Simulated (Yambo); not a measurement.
RPA spectrum of PdCdF$_{6}$ (space group R-3, No. 148) on PBEsol bands in Yambo (4×4×4 mesh, 101 bands, 3 Ry local-field block, 0.2 eV broadening; field along x). CGrdSpXd merges neighbouring transition energies to save time; the report line [X-CG] gives the poles kept by one of the 4 MPI tasks, and where the merging fails may depend on that split. Axes are Cartesian, with cell vectors (Å) (2.53, 1.46, 4.84), (-2.53, 1.46, 4.84), (0.00, -2.92, 4.84).

| CGrdSpXd asked (%) | share reached (%) | poles used (one task) | static ε | largest change of Im ε (% of its maximum) | rough time |
|---|---|---|---|---|---|
| 100 | 100 | 5900 | 3.41 | 0.0 | 1 |
| 70 | 69 | 4127 | 3.41 | 0.0 | within a factor of two |
| 30 | 29 | 1753 | 3.41 | 0.5 | within a factor of two |
| 15 | 1 | 116 | 3.51 | 27 | about 1/2 |
| 5 | 1 | 116 | 3.51 | 27 | about 1/2 |

All runs end normally. In the runs at 15 %, 5 % few poles are left or the spectrum changes by over a quarter of its peak, and no warning says so. Times are rough ratios from shared machines. The k mesh wasn't tested; the rows compare only with each other.

Spin-orbit coupling is not included.

Geometry of the Materials Project entry, not relaxed at this level; primitive cell a = b = c = 5.648 Å, α = β = γ = 53.19°.
